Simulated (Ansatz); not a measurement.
# Trial structures of Mg2Ge2N: starts and ends

Method: DFT PBE, scalar-relativistic, plane waves, PAW in Ansatz. Settings: cutoff 420 eV, Γ-centred meshes spaced at most about 0.3 Å⁻¹, and about 0.25 Å⁻¹ or finer for metals (2π included), Gaussian smearing. No spin polarisation in the final relaxations.

Each guess was relaxed in cell and atoms at zero pressure, within the symmetry of its start. All energies are static (0 K, no zero-point motion). Coordination counts Ge or N atoms around Mg (for each partner element, those within 1.25 times its shortest distance or 1.15 times the sum of covalent radii, where it is the nearest in units of that sum or under 1.3; a plus sign parts groups by distance over the sum of covalent radii; a slash parts the counts of unlike sites).

| guess | made from | start group | V start (Å³/atom) | end group | V end (Å³/atom) | coordination at the end | gap on mesh (eV) | E over the lowest end (meV/atom) |
| --- | --- | --- | --- | --- | --- | --- | --- | --- |
| 1 | YbGe2Rh2 type | I4/mmm | 15.4 | I4/mmm (ThCr2Si2) | 20.6 | Mg 4 | 0 | 1394 |
| 2 | random cell | P6/mmm | 10.9 | P6/mmm | 18.1 | Mg 5 | 0 | 884 |
| 3 | CaCu2Si2 type | I4/mmm | 16.9 | ? | ? | ? | ? | ? |
| 4 | Ta2CS2 type | P-3m1 | 14.6 | P-3m1 | 16.4 | Mg 3+3 | 0 | 0 |
| 5 | random cell | P4mm | 18.5 | P4/mmm | 22.1 | Mg 2+4 | 0 | 565 |
| 6 | random cell | P6mm | 18.0 | P6/mmm | 25.2 | Mg 1+6 | 0 | 920 |
| 7 | random cell | P-6m2 | 18.5 | P-6m2 | 19.7 | Mg 3+2/6 | 0 | 676 |

Guess 3 as it starts:

```
Mg Ge N
1.0
    -2.04346    2.04346    5.05808
     2.04346   -2.04346    5.05808
     2.04346    2.04346   -5.05808
Mg Ge N
2 2 1
Direct
  0.38400 0.38400 0.00000
  0.61600 0.61600 0.00000
  0.75000 0.25000 0.50000
  0.25000 0.75000 0.50000
  0.00000 0.00000 0.00000
```

Task: Fill in the missing row: what does this guess relax into, and where does it rank?

Result: It ends in space group I4/mmm (No. 139), with a = 3.389 Å, c = 15.371 Å, 17.7 Å³/atom and no gap. It lies 0.81 eV/atom over the lowest end, above guess 7 and below guess 2. Counting Ge or N atoms around Mg, this end has Mg 8 and the lowest (guess 4) has Mg 3+3. This end and the lowest (guess 4) both hold Ge–Ge nets.

```xyz
5
Lattice="-1.6947 1.6947 7.6855 1.6947 -1.6947 7.6855 1.6947 1.6947 -7.6855" Properties=species:S:1:pos:R:3 pbc="T T T"
Mg    0.0000    0.0000    6.4028
Mg    0.0000    0.0000    8.9683
Ge    0.0000    1.6947    3.8428
Ge    1.6947    0.0000    3.8428
N     0.0000    0.0000    0.0000
```

Formation energies are uncorrected and refer to the elements' standard structures at the same level (N₂ as a molecule).

Task: Is the lowest end bound against the elements?

Result: Yes: its formation energy is −0.28 eV/atom. It lies below the elements, which doesn't yet make it stable against other compounds or structures.

A magnetic state wasn't ruled out in cells without spin, among them P-6m2, P6/mmm at 25.2 Å³/atom, I4/mmm at 20.6 Å³/atom. Cells relaxed within their symmetry can be saddle points. A lower structure may well exist outside this small set. Some types were kept out of the candidates beforehand, so the set may lack a known form.
